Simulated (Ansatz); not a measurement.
Hf:
```yaml
crystal:
  lattice:
    - [3.12077, 0.00000, 0.00000]
    - [-1.56038, 2.70267, 0.00000]
    - [0.00000, 0.00000, 4.93879]
  atoms:
    - { symbol: Hf, position: [0.33333, 0.66667, 0.25000] }
    - { symbol: Hf, position: [0.66667, 0.33333, 0.75000] }
```

Relaxed with LDA. Special points in fractions of this cell's reciprocal vectors: Γ (0.000, 0.000, 0.000); M (0.500, 0.000, 0.000); K (0.333, 0.333, 0.000); A (0.000, 0.000, 0.500); L (0.500, 0.000, 0.500); H (0.333, 0.333, 0.500).

Problem. List the band energies nearest the Fermi level at these points for LDA (plane waves, PAW; program Ansatz).

Solution. In eV from the Fermi level; about four levels below and three above (degenerate sets whole), none deeper than 8.9 eV; points with the same levels are listed once.

| k | below | above |
|---|---|---|
| Γ | -7.60 -3.96 | 1.03 1.11 1.11 |
| M | -3.48 -3.04 -2.48 -0.61 | 0.67 0.94 1.76 |
| K | -2.43 -1.82 -1.82 -1.45 | 0.35 0.35 2.15 |
| A | -5.49 -5.49 | 0.11 0.11 0.98 0.98 0.98 0.98 |
| L | -3.66 -3.66 -1.15 -1.15 | 1.51 1.51 2.73 2.73 |
| H | -1.55 -1.55 -0.09 -0.09 | 2.57 2.57 5.37 5.37 |

Space group P6_3/mmc (hcp (Mg type)). Symmetry was held in the LDA relaxation. The run is not spin-polarised. Scalar-relativistic: spin–orbit coupling is off unless named, which matters more the heavier the elements.

Potentials: the earlier of the program's two PAW sets. The files were generated under PBE; for other functionals the program regenerates the frozen cores, and for LDA and PBEsol the local potential too.
